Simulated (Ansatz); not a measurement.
**WF₃: rattling a relaxed structure**

It was reached by relaxing an invented guess, and it needn't be the stable form of this composition.

Level of theory: DFT PBE, scalar-relativistic, plane waves, PAW (Ansatz). Settings: cutoff 420 eV, Γ-centred mesh 10×10×6 on the computed 8-atom cell, Gaussian smearing of 0.02 eV; no spin polarisation.

The cell below (8 atoms, space group C2/m (No. 12)) is relaxed within its symmetry.

```cif
data_structure
_symmetry_space_group_name_H-M 'P 1'
_symmetry_Int_Tables_number 1
_cell_length_a 4.6111
_cell_length_b 4.6111
_cell_length_c 6.2868
_cell_angle_alpha 97.064
_cell_angle_beta 97.064
_cell_angle_gamma 119.999
_cell_volume 112.21
loop_
_atom_site_label
_atom_site_type_symbol
_atom_site_fract_x
_atom_site_fract_y
_atom_site_fract_z
_atom_site_occupancy
W1 W 0.16665 0.83335 0.00000 1
W2 W 0.83335 0.16665 0.00000 1
F1 F 0.75294 0.75294 0.77326 1
F2 F 0.24706 0.24706 0.22674 1
F3 F 0.57613 0.90519 0.22691 1
F4 F 0.09481 0.42387 0.77309 1
F5 F 0.42387 0.09481 0.77309 1
F6 F 0.90519 0.57613 0.22691 1
```

For the test it was strained at random (σ = 1.5 % a component), the atoms were moved at random (σ = 0.10 Å), and all was relaxed again on a coarse 4×4×2 mesh (in the run’s order of axes) with 0.10 eV smearing, with no symmetry imposed.

Weakly bound directions are ill-defined at this level, which has no dispersion term. These runs have no spin–orbit coupling, which can matter for W.

Question: Does it come back?

Answer: It returns, within 1 meV/atom of the unmoved cell on that mesh and with the same symmetry when read at 0.1 Å (P-1 at 0.01 Å, so small strains and shifts remain). No instability shows in this cell; modes of other wave vectors, which need another repeat, aren't tested.
